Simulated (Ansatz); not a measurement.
## SiC with Nb replacing Si: gradients before and after relaxing the atoms

Start: a supercell of SiC (wurtzite type, P6_3mc) built from an entry of the Crystallography Open Database (COD), with all atoms left at the host's positions.

```cif
data_NbSi15C16
_symmetry_space_group_name_H-M 'P3m1'
_symmetry_Int_Tables_number 156
_cell_length_a 6.1520
_cell_length_b 6.1520
_cell_length_c 10.0960
_cell_angle_alpha 90.000
_cell_angle_beta 90.000
_cell_angle_gamma 120.000
loop_
_atom_site_label
_atom_site_type_symbol
_atom_site_symmetry_multiplicity
_atom_site_Wyckoff_symbol
_atom_site_fract_x
_atom_site_fract_y
_atom_site_fract_z
Nb Nb 1 a 0.0000 0.0000 0.0000
Si2 Si 1 a 0.0000 0.0000 0.5000
Si3 Si 3 d 0.0000 0.5000 0.0000
Si4 Si 3 d 0.0000 0.5000 0.5000
Si9 Si 3 d 0.1667 0.8333 0.2500
Si10 Si 3 d 0.1667 0.8333 0.7500
Si15 Si 1 c 0.6667 0.3333 0.2500
Si16 Si 1 c 0.6667 0.3333 0.7500
C17 C 1 a 0.0000 0.0000 0.1925
C18 C 1 a 0.0000 0.0000 0.6925
C19 C 3 d 0.0000 0.5000 0.1925
C20 C 3 d 0.0000 0.5000 0.6925
C25 C 3 d 0.1667 0.8333 0.4425
C26 C 3 d 0.1667 0.8333 0.9425
C31 C 1 c 0.6667 0.3333 0.4425
C32 C 1 c 0.6667 0.3333 0.9425
```

One atom of each set is listed.

The numbers come from a DFT calculation in Ansatz (PBE, plane waves and PAW, scalar-relativistic, 420 eV cutoff, Γ-centred 4×4×2 k-points, Fermi–Dirac smearing 0.01 eV, cell charge +1).

The largest force at the start is 5.1 eV/Å. Relaxing the ions at fixed cell moves them by 0.141 Å at most (atom 30, C) and 0.055 Å rms.

```tsv
site	moved (Å)	first shell before	first shell after	V_zz before (10²¹ V/m²)	η before
Nb	0.005	4 C at 1.87–1.94 Å	4 C at 2.01–2.02 Å	2.51	0.00
Si2	0.024	4 C at 1.87–1.94 Å	4 C at 1.88–1.92 Å	2.17	0.00
Si3	0.043	4 C at 1.87–1.94 Å	4 C at 1.86–1.89 Å	-1.35	0.00
Si4	0.022	4 C at 1.87–1.94 Å	4 C at 1.88–1.89 Å	2.03	0.03
Si9	0.065	4 C at 1.87–1.94 Å	4 C at 1.88 Å	1.27	0.96
Si10	0.035	4 C at 1.87–1.94 Å	4 C at 1.87–1.89 Å	3.48	0.03
Si15	0.036	4 C at 1.87–1.94 Å	4 C at 1.88–1.89 Å	1.37	0.00
Si16	0.015	4 C at 1.87–1.94 Å	4 C at 1.88–1.91 Å	2.03	0.00
C17	0.085	3 Si at 1.87 Å, 1 Nb at 1.94 Å	3 Si at 1.88 Å, 1 Nb at 2.02 Å	-1.64	0.00
C26	0.141	3 Si at 1.87–1.94 Å, 1 Nb at 1.87 Å	3 Si at 1.86–1.89 Å, 1 Nb at 2.01 Å	-1.45	0.06
```

Task: How do the gradients change?

Result: 

```tsv
site	V_zz after	η after	change of V_zz
Nb	0.11	0.00	-2.40
Si2	1.12	0.00	-1.05
Si3	1.59	0.20	–
Si4	0.42	0.42	-1.61
Si9	1.22	0.51	-0.05
Si10	2.13	0.33	-1.35
Si15	-0.34	0.00	-1.71
Si16	0.83	0.00	-1.20
C17	-1.41	0.00	+0.23
C26	-1.28	0.08	+0.17
```

The largest change of V_zz along a kept axis is on Nb, from 2.51 to 0.11. In per cent, |V_zz| changes by -95 on Nb, -79 to -4 on Si, -14 to -12 on C (all sites that start above 0.5, bar those whose gradient vanishes or changes sign or whose main axis turns by over 40°). Where |V_zz| stays above 0.1 and the axes keep their order, η moves most on Si4, from 0.03 to 0.42. On Si9 V_xx and V_yy change places (or their axes turn by over 50°), so the two values of η hide a larger change. V_zz changes sign on Si15 (same axis). On Si3 the largest principal value lies along another axis in the second run, so the two V_zz can't be compared directly. The table leaves out 6 of the 16 sites, with |V_zz| up to 0.50; their tensors move by 0.30 at most along any direction. The statements above cover all sites. The host's own positions weren't relaxed first, so part of the change far from the defect can be the host's relaxation.

The defect repeats with the cell of 32 atoms, so it feels its images: sites between two images don't show the values beside a lone defect, and zeros or small values of η there can come from the images' arrangement. C and Si carry a gradient in the pure host already, so the values there aren't the defect's effect alone. A uniform background compensates the cell's charge. Without spin–orbit coupling (the program notes it for Nb) the gradients are little affected as a rule: paired runs on crystals with a gap mostly move them by under 2 % at such atoms.
Before: The cell keeps the host's lattice, where the PBE pressure is 13 GPa (in a charged cell this depends on the convention for the mean potential). The neighbours have not yet relaxed around the defect (largest force 5.1 eV/Å), so the values at and beside it are those of a strained start, not of the defect in a real crystal.
After: The relaxation keeps the site symmetry 3m of the start, so the impurity can move only along its axis; a start off the site could end lower. The cell keeps the host's lattice, where the PBE pressure is 11 GPa (in a charged cell this depends on the convention for the mean potential).
